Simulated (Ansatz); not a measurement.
ScAl2:
```
ScAl2
1.0
    0.00000     3.77833     3.77833
    3.77833     0.00000     3.77833
    3.77833     3.77833     0.00000
Sc Al
2 4
Direct
  0.00000   0.00000   0.00000
  0.25000   0.25000   0.25000
  0.62500   0.62500   0.62500
  0.12500   0.62500   0.62500
  0.62500   0.62500   0.12500
  0.62500   0.12500   0.62500
```

Relaxed with r²SCAN. Special points in fractions of this cell's reciprocal vectors: Γ (0.000, 0.000, 0.000); X (0.500, 0.000, 0.500); U (0.625, 0.250, 0.625); K (0.375, 0.375, 0.750); L (0.500, 0.500, 0.500); W (0.500, 0.250, 0.750).

List the band energies nearest the Fermi level at these points for r²SCAN (plane waves, PAW; program Ansatz).

In eV from the Fermi level; about four levels below and three above (degenerate sets whole), none deeper than 8.9 eV; points with the same levels are listed once.

| k | below | above |
|---|---|---|
| Γ | -2.51 -2.51 -2.51 -1.83 -1.83 | 0.41 2.22 2.22 2.22 |
| X | -4.43 -4.43 -3.83 -3.83 | 0.28 0.28 0.76 0.76 |
| U | -1.89 -0.82 -0.64 -0.11 | 0.77 1.00 1.29 |
| L | -2.10 -2.10 -0.35 -0.15 -0.15 | 1.78 1.78 1.97 |
| W | -1.73 -1.73 -1.65 -1.65 | 0.49 0.49 1.15 1.15 |

Space group Fd-3m (cubic Laves (MgCu2 type)). The workflow started from a Materials Project entry (that database holds measured and hypothetical structures alike); the Crystallography Open Database copy checked does not list it. Whether it is the stable phase at ambient conditions was not checked. Symmetry was held in the r²SCAN relaxation; whether a distortion lowers the energy is not shown. The run is not spin-polarised.

Potentials: the later of the program's two PAW sets.
